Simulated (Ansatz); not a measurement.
# Computed map of one atom of the cell: MgO (rock salt)

Starting cell, MgO (rock salt):

```xyz
4
Lattice="0.0000 4.2537 4.2537 2.1269 0.0000 2.1269 2.1269 2.1269 0.0000" Properties=species:S:1:pos:R:3 pbc="T T T"
O      0.0000     0.0000     0.0000
O      0.0000     2.1269     2.1269
Mg     2.1269     2.1269     2.1269
Mg     2.1269     4.2537     4.2537
```

In this cell atom 1 (O, nearest neighbour Mg at 2.127 Å; its periodic images, 3.0 Å or more away, move with it) is moved by u·(1.000, 0.000, 0.000) + v·(0.000, 1.000, 0.000); the rest is frozen.

Calculation: PBE (plane waves to 420 eV, PAW, scalar-relativistic; Ansatz, a first-principles code). k mesh 11×11×11 (Γ-centred), Fermi-Dirac smearing 0.05 eV. E stands for the smeared free energy. Stress and pressure are positive under compression. Points where atoms come too close for the PAW data are left out (x in tables, blank in figures). MgO was relaxed with its symmetry unable to fall. The zero of ΔE is the undisplaced structure. Axes are in Å.

ΔE (meV/cell), with u across and v down:

```csv
v \ u,-0.700,-0.467,-0.233,0.000,0.233,0.467,0.700
-0.700,3511,x,x,x,x,x,5790
-0.467,x,1488,1159,1283,1580,2367,x
-0.233,x,1159,331,231,534,1580,x
0.000,x,1283,231,0,231,1283,x
0.233,x,1580,534,231,331,1159,x
0.467,x,2367,1580,1283,1159,1488,x
0.700,5790,x,x,x,x,x,3511
```

P (GPa), with u across and v down:

```tsv
v \ u	-0.700	-0.467	-0.233	0.000	0.233	0.467	0.700
-0.700	42.3	x	x	x	x	x	51.8
-0.467	x	20.0	14.5	13.8	15.7	22.8	x
-0.233	x	14.5	5.0	2.8	5.5	15.7	x
0.000	x	13.8	2.8	0.0	2.8	13.8	x
0.233	x	15.7	5.5	2.8	5.0	14.5	x
0.467	x	22.8	15.7	13.8	14.5	20.0	x
0.700	51.8	x	x	x	x	x	42.3
```

What the scan shows:

Lowest place on the grid: u = 0.000 Å, v = 0.000 Å (0 meV/cell).

The 49 points together took roughly 29 core-minutes.

(A displaced cell: forces are minus the slopes of the energy, force constants its curvatures, and phonons follow from these.)
